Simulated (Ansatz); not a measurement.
A crystal relaxed with r2SCAN in the plane-wave code Ansatz has space group R3m:H (No. 160) and a = 2.831 Å, c = 14.010 Å.

```tsv
atom	site	x	y	z
C	3a	0.6667	0.3333	0.3251
C	3a	0.3333	0.6667	0.1777
C	3a	0.3333	0.6667	0.2875
Xx	3a	0.0000	0.0000	0.1264
```

The r2SCAN gap is indirect, 1.84 eV (Γ to k = (0.120, -0.443, -0.443)), below the direct gap of 3.55 eV at k = (0.120, -0.443, -0.443). The HSE06 gap is indirect, 2.49 eV (Γ to k = (0.120, -0.443, -0.443)), below the direct gap of 4.28 eV at k = (0.120, -0.443, -0.443). PBE0 gives an indirect gap of 3.22 eV, from Γ to k = (0.120, -0.443, -0.443); the least direct gap is 5.02 eV at k = (0.120, -0.443, -0.443). Meshes: r2SCAN 10×10×10, HSE06 8×8×8, PBE0 8×8×8. r2SCAN's ε∞ is 6.8 along x and y, 6.6 along z.

Question: Which element is Xx?
A. Sn
B. Pb
C. Ge
D. Si

Answer: D. Xx is Si: an ordered 4-atom cell of SiC3 on the diamond lattice (R3m). C is surrounded by 3 C at 1.72 Å and 1 Si at 1.89 Å; C is surrounded by 1 C at 1.54 Å and 3 Si at 1.79 Å; C is surrounded by 4 C at 1.54–1.72 Å; Si is surrounded by 4 C at 1.79–1.89 Å.

No spin polarisation and no zero-point or thermal motion; the cell was built from a prototype and may be hypothetical.

Where an edge lies off the special points, it is a point of the mesh or the k point where a search put PBE's edge or least direct gap, reused for the other functionals, whose own edges may lie a little apart.

Coordinates of k points refer to the reciprocal vectors of the primitive cell of the runs.
